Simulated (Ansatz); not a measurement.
**Question.** Each is relaxed and computed with plane-wave PAW r²SCAN (Ansatz code). Which is the only one with a gap?
(A) Sr2ZnWO6, I4/m (Pearson symbol tI20)
(B) EuZnSi, P6_3/mmc (Zn on 2c, Si on 2d, Eu on 2a)
(C) Si2W, Fddd (Si on 16f, W on 8a)
(D) SmZnSi, P-6m2 (Sm on 1a, Zn on 1d, Si on 1f)

**Answer.** A, Sr2ZnWO6, I4/m (Pearson symbol tI20). Sr2ZnWO6: gap 3.41 eV (indirect); EuZnSi: metal; SmZnSi: metal; Si2W: metal. The 4f shell is in the valence, and the state reached may lie above the lowest one. Spin orders computed, not proven ground states: EuZnSi, P6_3/mmc (Zn on 2c, Si on 2d, Eu on 2a) ferromagnetic; SmZnSi, P-6m2 (Sm on 1a, Zn on 1d, Si on 1f) ferromagnetic. Constructed cells (a structure type filled with these elements, in neither database checked): Si2W, Fddd (Si on 16f, W on 8a). Not the usual ambient phase: Si2W, Fddd (Si on 16f, W on 8a). Standing as an ambient phase not checked: Sr2ZnWO6, I4/m (Pearson symbol tI20); EuZnSi, P6_3/mmc (Zn on 2c, Si on 2d, Eu on 2a); SmZnSi, P-6m2 (Sm on 1a, Zn on 1d, Si on 1f). Perhaps ordered models of mixed-site phases: Sr2ZnWO6, I4/m (Pearson symbol tI20); SmZnSi, P-6m2 (Sm on 1a, Zn on 1d, Si on 1f). All cells were relaxed under the symmetry of their starts (and spin orders); stability against distortions was not tested throughout. Rows with no word on spin ran without spin polarisation. No Hubbard U is applied. Scalar-relativistic: spin–orbit coupling is off unless named, which matters more the heavier the elements.

Potentials: the later of the program's two PAW sets.
